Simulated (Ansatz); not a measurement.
What internal relaxation does to the elastic constants of Ti₂C

All numbers below come from DFT LDA, scalar-relativistic, plane waves, PAW (Ansatz 0.2.0). Plane waves to 420 eV; Γ-centred k mesh 18×18×18; Fermi-Dirac smearing of 0.15 eV. No spin polarisation.

The cell, relaxed at this level:
```xyz
3
Lattice="1.5139 0.8740 4.7323 -1.5139 0.8740 4.7323 0.0000 -1.7481 4.7323" Properties=species:S:1:pos:R:3 pbc="T T T"
Ti    0.0000    0.0000    3.4950
Ti    0.0000    0.0000   10.7020
C     0.0000    0.0000    7.0985
```

In a metal, frequencies and elastic constants depend on the k mesh and the smearing, soft modes and shear constants most.

Clamped-ion constants (GPa, Voigt order; atoms follow the strain homogeneously):
```
384.5 111.5 130.2   8.7   0.0   0.0
111.5 384.5 130.2  -8.7   0.0   0.0
130.2 130.2 338.9   0.0   0.0   0.0
  8.7  -8.7   0.0 144.5   0.0   0.0
  0.0   0.0   0.0   0.0 144.5   8.7
  0.0   0.0   0.0   0.0   8.7 136.5
```

Q: What are the constants once the atoms relax in each strained cell?

A:
```
339.9  93.1  74.3 -26.0   0.0   0.0
 93.1 339.9  74.3  26.0   0.0   0.0
 74.3  74.3 239.7   0.0   0.0   0.0
-26.0  26.0   0.0  52.5   0.0   0.0
  0.0   0.0   0.0   0.0  52.5 -26.0
  0.0   0.0   0.0   0.0 -26.0 123.4
```
The Voigt shear modulus goes from 134.2 to 90.9 GPa and the Voigt bulk modulus from 205.8 to 155.9 GPa. Relaxation subtracts ΛᵀK⁻¹Λ/V, with Λ the forces that a strain puts on the atoms and K the zone-centre force constants. At a stable cell this can only lower the diagonal constants, and it acts only for strains that share their symmetry with an optical mode; elsewhere, and where the coupling is weak, the constants hardly move.